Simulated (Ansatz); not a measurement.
# Strain response of Ti2O

The calculation used DFT r2SCAN, scalar-relativistic, plane waves, PAW in Ansatz 0.2.0. Run with 500 eV cutoff, 24×24×12 k-mesh, Gaussian smearing of 0.10 eV, no spin polarisation.

Starting point, cell and atoms relaxed:

```
Ti O
1.0
     2.95143    0.00000    0.00000
    -1.47572    2.55602    0.00000
     0.00000    0.00000    4.81400
Ti O
2 1
Direct
  0.66667 0.33333 0.26889
  0.33333 0.66667 0.73111
  0.00000 0.00000 0.00000
```

Deformation: biaxial strain in the a-b plane, with the length and tilt of c and the atoms relaxed, all within the symmetry that the strain leaves. Energies are extrapolated to zero smearing. On this cell's mesh the reference holds a stress of up to 0.13 GPa.

Task: Give the structure at +3.0 %.

Result:
```
Ti O
1.0
     3.03998    0.00000    0.00000
    -1.51999    2.63270    0.00000
     0.00000    0.00000    4.72332
Ti O
2 1
Direct
  0.66667 0.33333 0.26386
  0.33333 0.66667 0.73614
  0.00000 0.00000 0.00000
```
Space group P-3m1 (164), 24.3 meV/atom over the relaxed crystal.